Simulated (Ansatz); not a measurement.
TePb:
```yaml
crystal:
  lattice:
    - [0.00000, 3.28448, 3.28448]
    - [3.28448, 0.00000, 3.28448]
    - [3.28448, 3.28448, 0.00000]
  atoms:
    - { symbol: Te, position: [0.00000, 0.00000, 0.00000] }
    - { symbol: Pb, position: [0.50000, 0.50000, 0.50000] }
```

Relaxed with PBE. Special points in fractions of this cell's reciprocal vectors: Γ (0.000, 0.000, 0.000); X (0.500, 0.000, 0.500); U (0.625, 0.250, 0.625); K (0.375, 0.375, 0.750); L (0.500, 0.500, 0.500); W (0.500, 0.250, 0.750).

Problem. List the band energies nearest the valence-band maximum at these points for PBE in the plane-wave PAW code Ansatz.

Solution. In eV from the valence-band maximum; about four levels below and three above (degenerate sets whole), none deeper than 8.9 eV; points with the same levels are listed once.

```csv
k,below,above
Γ,-5.71 -1.16 -1.16 -1.16,4.03 4.03 4.03
X,-7.21 -4.11 -2.51 -2.51,3.52 5.31 5.31
U,-7.78 -3.75 -2.04 -1.88,3.54 3.73 5.22
L,-8.33 -0.73 -0.73 0.00,0.83 1.40 1.40
W,-7.80 -3.44 -3.44 -0.28,1.73 5.21 5.21
```

Space group Fm-3m (rock salt). The cell was relaxed with PBE under the symmetry of its start. Scalar-relativistic: spin–orbit coupling is off unless named, which matters more the heavier the elements.

Potentials: the earlier of the program's two PAW sets.
